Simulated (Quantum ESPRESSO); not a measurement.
```
Ga2O3
1.0
    6.13624    -1.52317     0.00290
    6.13624     1.52317     0.00290
   -1.38055     0.00000     5.64187
O Ga
6 4
Direct
  0.50374   0.50374   0.74418
  0.49626   0.49626   0.25582
  0.82677   0.82677   0.43726
  0.17323   0.17323   0.56274
  0.16519   0.16519   0.10945
  0.83481   0.83481   0.89055
  0.34123   0.34123   0.68551
  0.65877   0.65877   0.31449
  0.90952   0.90952   0.20481
  0.09048   0.09048   0.79519
```

Cell and atoms were relaxed with PBEsol from Materials Project entry mp-886, within its symmetry.

Question: What does PBE (stringent potentials; Quantum ESPRESSO, PseudoDojo norm-conserving, 114 Ry, scalar-relativistic) give for the electronic structure near the Fermi level?

Answer: The PBE gap is 2.36 eV; at least one edge lies off the plotted path, at a point of the SCF mesh. The smallest direct gap is 2.38 eV. Another valence extremum on the path lies within 0.02 eV, too close to call. Spin-orbit splittings are left out.
